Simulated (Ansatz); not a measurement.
The relaxed structure here is a generated cell of MnSi: the first start was made by a random draw of sites in a space group, and the end was not matched to a known phase here, so it may be hypothetical. Known forms of MnSi include space group No. 198.

The end point of a relaxation of MnSi. Space group P4/mmm (No. 123). Method: r2SCAN (plane waves to 500 eV, PAW, scalar-relativistic; Ansatz, a program for electronic structure).

```cif
data_MnSi
_chemical_formula_sum 'Mn1 Si1'
_space_group_name_H-M_alt 'P 1'
_space_group_IT_number 1
_cell_length_a 3.41332
_cell_length_b 3.41332
_cell_length_c 2.68080
_cell_angle_alpha 90.000
_cell_angle_beta 90.000
_cell_angle_gamma 90.000
loop_
_space_group_symop_operation_xyz
  'x, y, z'
loop_
_atom_site_label
_atom_site_type_symbol
_atom_site_fract_x
_atom_site_fract_y
_atom_site_fract_z
_atom_site_occupancy
Mn1 Mn 0.50000 0.50000 0.00000 1
Si1 Si 0.00000 0.00000 0.00000 1
```

Task: Give the magnetic moment at the level r2SCAN.

Result: Net 1.50 μB/atom, ferromagnetic.

Spin state reached: ferromagnetic (net 1.50 μB/atom), from parallel starting moments; other spin orders were not run from this start. r2SCAN tends to overstate moments in metals.

The run could not lose the symmetry of its start, so the end can be a saddle point.

All atoms sit on sites fixed by symmetry, so only the cell could relax.
